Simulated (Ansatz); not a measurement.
**How long does this Ansatz run take?**

```yaml
crystal:
  lattice:
    - [0.0, 5.62, 5.62]
    - [5.62, 0.0, 5.62]
    - [5.62, 5.62, 0.0]
  atoms:
    - { symbol: Na, position: [0.0, 0.0, 0.0] }
    - { symbol: Na, position: [0.0, 0.0, 0.5] }
    - { symbol: Na, position: [0.0, 0.5, 0.0] }
    - { symbol: Na, position: [0.0, 0.5, 0.5] }
    - { symbol: Na, position: [0.5, 0.0, 0.0] }
    - { symbol: Na, position: [0.5, 0.0, 0.5] }
    - { symbol: Na, position: [0.5, 0.5, 0.0] }
    - { symbol: Na, position: [0.5, 0.5, 0.5] }
    - { symbol: Cl, position: [0.25, 0.25, 0.25] }
    - { symbol: Cl, position: [0.25, 0.25, 0.75] }
    - { symbol: Cl, position: [0.25, 0.75, 0.25] }
    - { symbol: Cl, position: [0.25, 0.75, 0.75] }
    - { symbol: Cl, position: [0.75, 0.25, 0.25] }
    - { symbol: Cl, position: [0.75, 0.25, 0.75] }
    - { symbol: Cl, position: [0.75, 0.75, 0.25] }
    - { symbol: Cl, position: [0.75, 0.75, 0.75] }
kpoints:
  mp_grid: { grid: [3, 3, 3] }
scf:
  occupations: { method: fixed }
hamiltonian:
  xc: pbe
  pseudopotentials: { kind: paw }
output:
  forces: true
  efg:
    quadrupole_moments_barn: { Na: 0.104, Cl: -0.08112 }
    contact_densities: true
  core_levels:
    shells: { Cl: "2p", Na: "1s" }
    counted_from: valence_top
    eps_inf: [2.513, 2.513, 2.513]
```

```sh
ansatz run input.yaml --threads 1 --pin off --max-ram 2560MiB --backend cpu --events-out ev --progress --plain --runs-dir out
```

It runs on 1 thread of Arm Neoverse V1 (aarch64; 28 cores open to the job, memory cap 2.5 GiB, no GPU), a shared host with a load of 0.9 a core.

(1) Estimate the wall time and the peak memory.

Results:

(1) About 66 s of wall time (66 s of CPU time) and 0.79 GiB. The run holds 128 valence electrons in 80 bands, about 6879 plane waves a k-point and 4 irreducible k-points, and took 7 SCF iterations for the ground state, and 2 further spin-resolved or lower-symmetry cells with a core hole. Times on a shared host vary by tens of per cent.
